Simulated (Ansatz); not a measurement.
## Sr: a film clamped to a substrate

These are results of DFT r2SCAN, scalar-relativistic, plane waves, PAW in Ansatz, not measurements. Settings: plane waves to 500 eV, k-mesh 14×14×14 (Γ-centred), Gaussian smearing 0.15 eV. No spin polarisation. Energies are free energies at this smearing, counted from the undisturbed cell; pressure is positive in compression.

Zero of the scan (as given, not relaxed at this level; it stands at -0.2 GPa; this bcc form isn't the usual structure):

```xyz
1
Lattice="-2.4250 2.4250 2.4250 2.4250 -2.4250 2.4250 2.4250 2.4250 -2.4250" Properties=species:S:1:pos:R:3 pbc="T T T"
Sr    0.0000    0.0000    0.0000
```

The cell (1 atom, V0 = 57.04 Å³) is strained by p along both x and y and by q along z, fractional coordinates fixed. τp = (1/V0) ∂E/∂p = (σxx + σyy)(1 + p)(1 + q) and τq = (1/V0) ∂E/∂q = σzz(1 + p)², with tension positive.

```csv
p,q,ΔE (meV/atom),τp (GPa),τq (GPa)
0.000,0.000,0.00,0.40,0.20
-0.040,0.000,6.95,-1.47,-0.64
0.040,0.000,16.53,1.90,0.98
0.000,-0.040,0.48,-0.42,-0.31
0.000,0.040,5.36,1.21,0.54
```

Problem. Get the second derivatives of the energy density.

Solution. Central differences give A = ∂τp/∂p = 42 GPa (C11 + C22 + 2 C12), C = ∂τq/∂q = 10.6 GPa (C33) and the cross term B = ∂τq/∂p = 20.2 GPa (C13 + C23); ∂τp/∂q = 20.4 GPa must equal B, and any difference shows higher-order terms. Steps this large leave an error of some per cent of A or C in all of these, which can swamp a small B. The ions are clamped. In a cubic crystal C11 = C = 10.6, C12 = B/2 = 10.1 GPa and A should be 2(C11 + C12) = 41 GPa; the bulk modulus is (C11 + 2 C12)/3 = 10.3 GPa.

Problem. A film of this crystal grows with z along the normal on a substrate that imposes p. How does its thickness respond, and what does the misfit cost?

Solution. Count p and q from the stress-free cell. A free surface needs τq = 0, so q = −(B/C) p = -1.91 p. The energy density left is (A − B²/C) p²/2 = M p², with the biaxial modulus M = 1.8 GPa (a small difference of large numbers, so errors of a few per cent in A, B and C become tens of per cent in M); a misfit of 1 % costs 0.06 meV/atom, against 0.75 meV/atom if the thickness were held.

In a metal these slopes depend on the k mesh and the smearing.